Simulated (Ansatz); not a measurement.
An Ansatz (a first-principles code) run. Input:

Ansatz 0.2 input:
```yaml
crystal:
  lattice:
    - [3.0060885966, 0.0, 0.0]
    - [-1.5030442983, 2.6033490907, 0.0]
    - [0.0, 0.0, 7.3412915602]
  atoms:
    - { symbol: Mg, position: [0.0, 0.0, 0.0] }
    - { symbol: Zn, position: [0.3333333333, 0.6666666667, 0.6683007881] }
    - { symbol: Zn, position: [0.6666666667, 0.3333333333, 0.3316992119] }
    - { symbol: O, position: [0.3333333333, 0.6666666667, 0.1613585398] }
    - { symbol: O, position: [0.6666666667, 0.3333333333, 0.8386414602] }
    - { symbol: O, position: [0.0, 0.0, 0.5] }
kpoints:
  mp_grid: { grid: [11, 11, 4] }
hamiltonian:
  xc: r2scan
  pseudopotentials: { kind: paw }
scf:
  occupations: { method: fixed }
checkpoint: { read: static.run }
output: { write_density: true, elf: true, volumetric_format: npy }
```

Output (shortened):

```
Pseudopotential: Mg, paw, valence charge 10
Pseudopotential: Zn, paw, valence charge 12
Pseudopotential: O, paw, valence charge 6
Functional definition: r2SCAN
Crystal: 6 atoms, lattice volume = 57.452 Å³
Basis set: ecut = 500 eV, 1515 PW (Γ), exchange–correlation on 96×96×216 points (64 copies of the dense FFT grid, shifted against one another)
Bands: 32, of which v1, the nominal top of the filled ones, is band 26 counted from 1 (25 counted from 0)
Symmetry: 12 space group operations
Space group: P-3m1 (ITA 164), of the structure as read, at distance tolerance 3.9e-5 Å
k-points: 58 of 484
Stability of the state it starts from, as read at its close in the unpolarized treatment …
iter 1 solved again at ethr=1.14e-8 eV; its pass at ethr=3.10e-3 eV (dr2=5.94e-6 eV) is discarded
SCF iter   1: F=—  HF=-10287.780675 eV  |F-HF|=—  |Δ(HF+E_count)|=         —  Δρ=3.76e-7  dr2=4.08e-11  dr2_τ=4.22e-12  ethr=1.14e-8  ⟨swp⟩=3.2  Hψ=12832  notcnv=0  defer=232
preconditioner: auto → Resta (q_TF=auto, 2.683 Å⁻¹)
SCF iter   2: F=-10287.780675 eV  HF=-10287.780675 eV  |F-HF|=1.27e-11  |Δ(HF+E_count)|=   1.08e-8  Δρ=2.18e-7  dr2=1.86e-11  dr2_τ=1.83e-12  ethr=1.00e-12  ⟨swp⟩=9.4  Hψ=8875  notcnv=0
SCF 1 converged in 2 iterations: F = -10287.780675 eV  dr2 = 1.86e-11
SCF converged after 2 iterations
Free energy (F): -10287.780675 eV
Harris-Foulkes:  -10287.780675 eV  (|F-HF|=1.27e-11)
Internal energy: -10287.780675 eV  (E = F + TS)
E sigma→0 (E₀):  -10287.780675 eV
Fermi energy:    9.238711 eV
--- Per-component energies (eV) ---
  E_band       = -165.117701
  E_kinetic    = 871.567112
  E_local      = -5038.836625  (includes V_loc(G=0)·N_el)
  E_nonlocal   = 1489.686311
  E_hartree    = 1973.531670
  E_xc         = -496.390500
  E_vxc        = -464.856336  (∫ρ·V_xc dr)
  E_paw        = -4490.194178  (= ΣΔE_a)
  E_vpaw       = -998.157803  (= ΣTr[D̂ρ^β])
  E_aug_tail   = 0.003145  (compensation charges beyond the density's cutoff)
  E_vtau       = 28.413249  (kinetic-family band-sum trace: ∫τ·v_τ [+ j·A + Jᵃ·Aᵃ] dr)
  E_ewald      = -4596.660341
  E_core_change = -0.487268  (= ΣΔE_core)
  E_smearing   =  0.000000  (= −TS)
  E_closure    =  0.000000  (closes the sum)
  Σ components = -10287.780675   (vs F -10287.780675, Δ=0.00e0)
  [band-id]    e_kinetic+e_local+e_nonlocal+2·e_hartree+e_vxc+e_vpaw+e_augmentation_tail+e_vtau = -165.117608   (vs E_band -165.117701, Δ=9.31e-5)
--- Band table (eV; the first three rows and the last of 58) ---
  k-point 0: bands = ["-66.4797", "-31.6104", "-31.5670", "-31.5670", "-10.0001", "-9.1129", "-8.9602", "2.8778", "3.7134", "3.7861", "3.7861", "4.3372", "4.3372", "4.6715", "4.6715", "4.8544", "4.8544", "5.3679", "5.7951", "8.1812", "8.1812", "8.1971", …
  k-point 1: bands = ["-66.4797", "-31.6103", "-31.5670", "-31.5670", "-9.9274", "-9.3826", "-8.7570", "2.5915", "3.7784", "3.7784", "4.0528", "4.3485", "4.3485", "4.6738", "4.6738", "4.8535", "4.8535", "5.4360", "5.9668", "7.6628", "8.0079", "8.0079", …
  k-point 2: bands = ["-66.4797", "-31.6103", "-31.5670", "-31.5670", "-9.7762", "-9.6289", "-8.6555", "2.4042", "3.7710", "3.7710", "4.2710", "4.3595", "4.3595", "4.6761", "4.6761", "4.8525", "4.8525", "5.4886", "6.6509", "6.6975", "7.9233", "7.9233", …
  k-point 57: bands = ["-66.4744", "-31.6123", "-31.6007", "-31.5965", "-8.6564", "-8.4659", "-8.4241", "3.0780", "3.4710", "3.6498", "3.8033", "3.8726", "4.0822", "4.3657", "4.6701", "4.7046", "5.0004", "5.4124", "5.4276", "5.9007", "6.2297", "6.5213", …
```

Cost: very roughly 6 core-seconds on shared cores.

The first step of the workflow began from a Materials Project structure, measured or hypothetical; the Crystallography Open Database copy checked does not list it. With Mg and Zn taken as one species the cell has the higher symmetry Fm-3m, so it may be an ordered model of a mixed-site phase. Whether it is the stable phase at ambient conditions was not checked. The cell was relaxed with r²SCAN under the symmetry of its start; of distortions, only those at the zone centre were tested.

Potentials: the later of the program's two PAW sets.

Ansatz is a plane-wave DFT program.
